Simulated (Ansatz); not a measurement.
**Question.** Each is relaxed and computed with plane-wave PAW r²SCAN (Ansatz code). Which is the only metal?
(A) Zn2GeO4, R-3 (Pearson symbol hR42)
(B) SiGe, R-3m (Si on 6c, Ge on 6c)
(C) CaO, CsCl type
(D) GeMo, CsCl type

**Answer.** D, GeMo, CsCl type. GeMo: metal; SiGe: gap 0.65 eV (indirect); CaO: gap 3.27 eV (indirect); Zn2GeO4: gap 2.73 eV (direct). Constructed cells (a structure type filled with these elements, in neither database checked): GeMo, CsCl type. Typed or built starts, not in the databases checked: SiGe, R-3m (Si on 6c, Ge on 6c). Not the usual ambient phase: CaO, CsCl type. Standing as an ambient phase not checked: Zn2GeO4, R-3 (Pearson symbol hR42). Unstable at this level: CaO, CsCl type. All cells were relaxed under the symmetry of their starts (and spin orders); stability against distortions was not tested throughout. Rows with no word on spin ran without spin polarisation. Scalar-relativistic: spin–orbit coupling is off unless named, which matters more the heavier the elements.

Potentials: the earlier of the program's two PAW sets.
